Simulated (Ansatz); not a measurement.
Polymorphs of C, each relaxed with plane-wave PAW r²SCAN+D4 (Ansatz code):

A: P6/mmm
a = b = 2.4530 Å, c = 3.5854 Å, α = β = 90.00°, γ = 120.00°

```csv
atom,site,symmetry,x,y,z
C,2c,-6m2,0.3333,0.6667,0.0000
```

B: R-3m
a = 6.8450 Å, b = 6.8450 Å, c = 10.0542 Å, α = 90.00°, β = 90.00°, γ = 120.00°

```csv
atom,site,symmetry,x,y,z
C,18f,.2,0.0000,0.2068,0.0000
C,18f,.2,0.0000,0.4114,0.0000
```

C: P6/mmm
a = b = 6.8448 Å, c = 3.5708 Å, α = β = 90.00°, γ = 120.00°

| atom | site | symmetry | x | y | z |
|---|---|---|---|---|---|
| C | 6j | m2m | 0.0000 | 0.2072 | 0.0000 |
| C | 6j | m2m | 0.0000 | 0.4114 | 0.0000 |

**Question.** Put the candidates in order of energy per atom at 0 K, lowest first, for r²SCAN+D4.

**Answer.** A (+0 meV/atom), B (+672 meV/atom), C (+685 meV/atom)

Not the usual ambient phase: A; B; C. Unstable at this level: A; C. All cells were relaxed under the symmetry of their starts (and spin orders); stability against distortions was not tested throughout.

Energies hold the estimated change up to a 700 eV cutoff; steps of a few meV lie near the error of the meshes.

Potentials: the later of the program's two PAW sets.
